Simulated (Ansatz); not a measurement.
Mn2SiB2:
```
CELL_PARAMETERS angstrom
      0.00000     1.46273    -5.06435
      0.00000     1.46273     5.06435
      2.97575     0.00000     0.00000
ATOMIC_POSITIONS crystal
  Si 0.00000 0.00000 0.00000
  Mn 0.36031 0.63969 0.50000
  Mn 0.63969 0.36031 0.50000
  B  0.20437 0.79563 0.00000
  B  0.79563 0.20437 0.00000
```
The run is spin-polarised; directions of the spins, atom by atom: 0 ↑ ↓ 0 0.

Relaxed with r²SCAN. Special points in fractions of this cell's reciprocal vectors: Γ (0.000, 0.000, 0.000); Y (-0.500, 0.500, 0.000); C0 (-0.271, 0.729, 0.000); Σ0 (0.271, 0.271, 0.000); Z (0.000, 0.000, 0.500); A0 (0.271, 0.271, 0.500); E0 (-0.271, 0.729, 0.500); T (-0.500, 0.500, 0.500); S (0.000, 0.500, 0.000); R (0.000, 0.500, 0.500).

### Question
List the band energies nearest the Fermi level at these points for DFT-r²SCAN in the program Ansatz with PAW potentials.

### Answer
In eV from the Fermi level; about four levels below and three above (degenerate sets whole), none deeper than 8.9 eV; points with the same levels are listed once.

```json
[
 {"k": "Γ ↑", "below": "-1.47 -1.21 -0.78 -0.03", "above": "0.01 0.76 0.87"},
 {"k": "Y ↑", "below": "-2.36 -1.76 -1.58 -1.24", "above": "0.02 0.57 0.71"},
 {"k": "C0 ↑", "below": "-3.23 -1.45 -0.97 -0.38", "above": "0.42 0.59 1.91"},
 {"k": "Z ↑", "below": "-2.11 -1.79 -1.69 -1.25", "above": "0.43 1.88 2.06"},
 {"k": "A0 ↑", "below": "-1.85 -1.35 -1.08 -0.68", "above": "0.42 0.82 2.16"},
 {"k": "T ↑", "below": "-2.34 -1.96 -1.46 -1.00", "above": "0.92 1.94 2.16"},
 {"k": "S ↑", "below": "-3.18 -1.46 -0.99 -0.40", "above": "0.44 0.55 1.97"},
 {"k": "R ↑", "below": "-1.68 -1.32 -1.06 -0.91", "above": "0.59 0.74 2.17"}
]
```

Space group Cmmm. The start of the workflow was typed in or built on a structure type; neither database checked (COD, Materials Project) lists it. Whether it is the stable phase at ambient conditions was not checked. Symmetry was held in the r²SCAN relaxation, as lowered by the spin order; its stability against distortions is not shown here. Magnetic state: antiferromagnetic, chosen from 2 collinear starts compared on coarse meshes (ties went to the first, and starts can fall back to one state), not a proven ground state. Other orbital occupations within this spin state were not tried. Point labels and valley counts follow the cell and symmetry of the run, lower than the named group.

Potentials: the later of the program's two PAW sets.
